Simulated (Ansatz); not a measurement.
WS₂:
```
CELL_PARAMETERS angstrom
      3.17204     0.00000     0.00000
     -1.58602     2.74707     0.00000
      0.00000     0.00000    12.55222
ATOMIC_POSITIONS crystal
  W  0.33333 0.66667 0.25000
  W  0.66667 0.33333 0.75000
  S  0.33333 0.66667 0.62566
  S  0.66667 0.33333 0.37434
  S  0.66667 0.33333 0.12566
  S  0.33333 0.66667 0.87434
```

Tensor components refer to the Cartesian frame of this cell.

### Question
Give the high-frequency dielectric tensor and the Born effective charge tensors of the independent atoms from DFPT, plane-wave PAW r²SCAN+D4 (Ansatz code).

### Answer

ε∞:
```
13.2  0.00  0.00
0.00  13.2  0.00
0.00  0.00  5.31
```
Z* of atom 1 (W), rows: field, columns: displacement, in e:
```
-0.41   0.00   0.00
 0.00  -0.41   0.00
 0.00   0.00  -0.32
```
Z* of atom 3 (S), rows: field, columns: displacement, in e:
```
0.21  0.00  0.00
0.00  0.21  0.00
0.00  0.00  0.16
```

Static charges for comparison (Bader): W1 +1.46, S3 -0.73 e. Born charges measure polarisation by displacement and can exceed these by far.

Space group P6_3/mmc. Symmetry was held in the r²SCAN+D4 relaxation; phonons on a q-mesh show no instability. The run is not spin-polarised. Spin–orbit coupling is left out wherever it is not named.

Potentials: the earlier of the program's two PAW sets.
